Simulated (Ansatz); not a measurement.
With r²SCAN (plane waves, PAW; program Ansatz), NbSiB in the orthorhombic phase (Cmcm; Si on 4c, B on 4c, Nb on 4c) relaxes to a = 3.290 Å, b = 13.452 Å, c = 3.178 Å. Its formation energy from the elements is -0.61 eV/atom, with no fitted shifts.

Electronic character: metallic (no gap). Gap from r²SCAN with spin–orbit coupling: none (metallic).

An equation-of-state fit gives a bulk modulus of 228 GPa. Bader charges are Si -0.28, B -0.86, Nb +1.14 e.

The start of the workflow was typed in or built on a structure type; neither database checked (COD, Materials Project) lists it. Whether it is the stable phase at ambient conditions was not checked. The r²SCAN relaxation kept the symmetry of its start; whether a distortion lowers the energy is not shown. The run is not spin-polarised. The references are the lowest solids computed at this level, not always the standard phases. Spin–orbit coupling is left out wherever it is not named.

Potentials: the later of the program's two PAW sets.
